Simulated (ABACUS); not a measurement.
Consider a self-consistent single point of GeRh (Pnma, 8 atoms in the cell; from Materials Project mp-22239, changed as shown).

```
GeRh
1.0
    5.82448     0.00000     0.00000
    0.00000     3.38204     0.00000
    0.00000     0.00000     6.63027
Ge Rh
4 4
Direct
  0.80826   0.75000   0.43643
  0.19174   0.25000   0.56357
  0.69174   0.25000   0.93643
  0.30826   0.75000   0.06357
  0.99544   0.75000   0.79662
  0.00456   0.25000   0.20338
  0.50456   0.25000   0.29662
  0.49544   0.75000   0.70338
```

Method: PBEsol, PseudoDojo 0.4 standard norm-conserving PBEsol (tails mended) pseudopotentials (plane waves; ABACUS).

ABACUS settings:

- KPT = Gamma 3 4 2 0 0 0
- basis_type = pw
- ecutwfc = 88 Ry
- smearing_method = gaussian
- smearing_sigma = 0.00367493 Ry
- potentials = PseudoDojo 0.4 standard norm-conserving PBEsol (tails mended)
- symmetry = 1
- symmetry_prec = 1e-05
- ks_solver = dav_subspace
- scf_nmax = 100
- scf_thr = 1.0e-09 Ry
- mixing_type = broyden

Results:

Number of valence electrons: 124
Number of bands: 75
Number of k-points after the program's reduction: 12
Number of plane waves (most at a k-point): 12336
Number of SCF iterations: 9
FFT grid: 72 × 40 × 75
Free energy E − TS: -22471.6064 eV
Fermi level (on the code's own zero): 15.87 eV
Pressure: -14.13 GPa
Largest force (vector length): 0.397 eV/Å

Forces (eV/Å):
| atom | Fx | Fy | Fz |
|---|---|---|---|
| Ge1 | -0.255 | 0.000 | -0.305 |
| Ge2 | 0.255 | 0.000 | 0.305 |
| Ge3 | 0.255 | 0.000 | -0.305 |
| Ge4 | -0.255 | 0.000 | 0.305 |
| Rh5 | 0.059 | 0.000 | -0.014 |
| Rh6 | -0.059 | 0.000 | 0.014 |
| Rh7 | -0.059 | 0.000 | -0.014 |
| Rh8 | 0.059 | 0.000 | 0.014 |

Stress (GPa, positive for compression):
```
-15.97    0.00    0.00
  0.00   -9.64    0.00
  0.00    0.00  -16.77
```

For comparison: a first run was changed to give this one (volume scaled by 1.02), and from it to this one the free energy rises by 25.6 meV/atom, the pressure goes from -11.58 to -14.13 GPa and the largest force goes from 0.376 to 0.397 eV/Å.

The structure comes from a collection of computed structures, made at another level of theory; the collection holds predicted forms beside known ones. Its lattice was then scaled. No clean gap shows at this smearing width and mesh (spacing up to 0.47 Å⁻¹); the mesh is coarse for partly filled bands, so the values carry mesh errors.

Cost on one core: very roughly 4 core-minutes.

“Tails mended”: in these copies of the files the far tail of each local potential was reset to the Coulomb form.
